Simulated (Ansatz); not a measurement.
**AlPt₃N: computed property card**

AlPt3N:
```xyz
5
Lattice="4.1341 0.0000 0.0000 0.0000 4.1341 0.0000 0.0000 0.0000 4.1341" Properties=species:S:1:pos:R:3 pbc="T T T"
Al     0.0000     0.0000     0.0000
Pt     0.0000     2.0670     2.0670
Pt     2.0670     0.0000     2.0670
Pt     2.0670     2.0670     0.0000
N      2.0670     2.0670     2.0670
```

Space group Pm-3m (No. 221), anti-perovskite; conventional cell a = 4.134 Å, b = 4.134 Å, c = 4.134 Å, α = 90.00°, β = 90.00°, γ = 90.00°.

Method: the program Ansatz at the PBEsol level (PAW). The cell and atoms are relaxed at this level. Other levels are named where they apply.

Cell and energy:

```
Quantity                                                     Result
-----------------------------------------------------  ------------
Volume per atom                                            14.13 Å³
Density                                                 14.72 g/cm³
Formation energy from the elements (no fitted shifts)  0.31 eV/atom
```

Electronic structure:

```
Property                                                                    Result
------------------------------------  --------------------------------------------
Electronic character                                             metallic (no gap)
Density of states at the Fermi level  0.45 states/eV per atom (mean over ±0.08 eV)
Gap with spin–orbit coupling                                       none (metallic)
```

Mechanics:

```
Item                                                                   Result
-------------------------------------  --------------------------------------
Bulk modulus (Birch–Murnaghan fit)                                    220 GPa
Pressure derivative B′                                                    4.9
Elastic constants (relaxed ions, GPa)       C11 = 312, C12 = 174, C44 = -24.5
Mechanical stability                   unstable (C has a negative eigenvalue)
```

Phonons:

```
Property                                                 Result
-----------------------------  --------------------------------
Highest zone-centre frequency                         330 cm^-1
Zone-centre stability          unstable, softest mode 132i cm⁻¹
```

The start of the workflow was typed in or built on a structure type; neither database checked (COD, Materials Project) lists it. Its standing as an ambient phase is unchecked. The PBEsol relaxation kept the symmetry of its start. No spin polarisation was allowed. The volume moved by 18 % from the start of the relaxation. Its formation energy is positive at this level, so the cell may be metastable or incomplete. As this level gives no gap, shear constants depend on the k-mesh and smearing (Fermi–Dirac, 0.1 eV here). As this level gives no gap, phonon frequencies hold no LO–TO term and depend on the k-mesh and smearing (Fermi–Dirac, 0.1 eV here). The references are the lowest solids computed at this level, not always the standard phases (solids in place of the gases). Scalar-relativistic: spin–orbit coupling is off unless named, which matters more the heavier the elements.

Potentials: the earlier of the program's two PAW sets. The files were generated under PBE; for other functionals the program regenerates the frozen cores, and for LDA and PBEsol the local potential too.
